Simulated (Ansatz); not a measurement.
V (bcc, W type)

Space group Im-3m (No. 229); a = b = c = 2.9847 Å, α = β = γ = 90.00°

| atom | site | symmetry | x | y | z |
|---|---|---|---|---|---|
| V | 2a | m-3m | 0.0000 | 0.0000 | 0.0000 |
(The calculation used a cell of 1 atom; values per cell refer to that cell.)

Two coordinates are scanned: the volume, and the ratio of the stretch along z (the conventional c axis) to the stretch across it. Atoms keep their fractional coordinates.

These are r2SCAN (plane waves to 500 eV, PAW, scalar-relativistic; Ansatz, a quantum-chemistry and plane-wave program) values and carry that method's errors. k mesh 22×22×22 (Γ-centred), Fermi-Dirac smearing 0.05 eV. The energy includes the smearing's −TS. With partly filled bands, the response to shear is sensitive to the k mesh, so small differences along c/a are uncertain. The PAW data are Ansatz's earlier set. V is run without spin polarisation. V was relaxed with its symmetry unable to fall. The zero of ΔE is the relaxed starting cell.

Q: What ΔE (kJ/mol of atoms) does the calculation give at all points of the grid V/V₀ = 0.920, 0.960, 1.000, 1.040, 1.080 by (c/a)/(c/a)₀ = 0.960, 0.980, 1.000, 1.020, 1.040?

A: ΔE (kJ/mol of atoms), with V/V₀ across and (c/a)/(c/a)₀ down:

```tsv
(c/a)/(c/a)₀ \ V/V₀	0.920	0.960	1.000	1.040	1.080
0.960	6.2	1.9	0.5	1.7	4.9
0.980	5.8	1.5	0.1	1.3	4.5
1.000	5.6	1.3	0.0	1.2	4.4
1.020	5.8	1.5	0.1	1.3	4.5
1.040	6.2	1.9	0.5	1.6	4.8
```

(A scan under strain: stresses follow from slopes of the energy per volume, elastic moduli from its curvatures.)
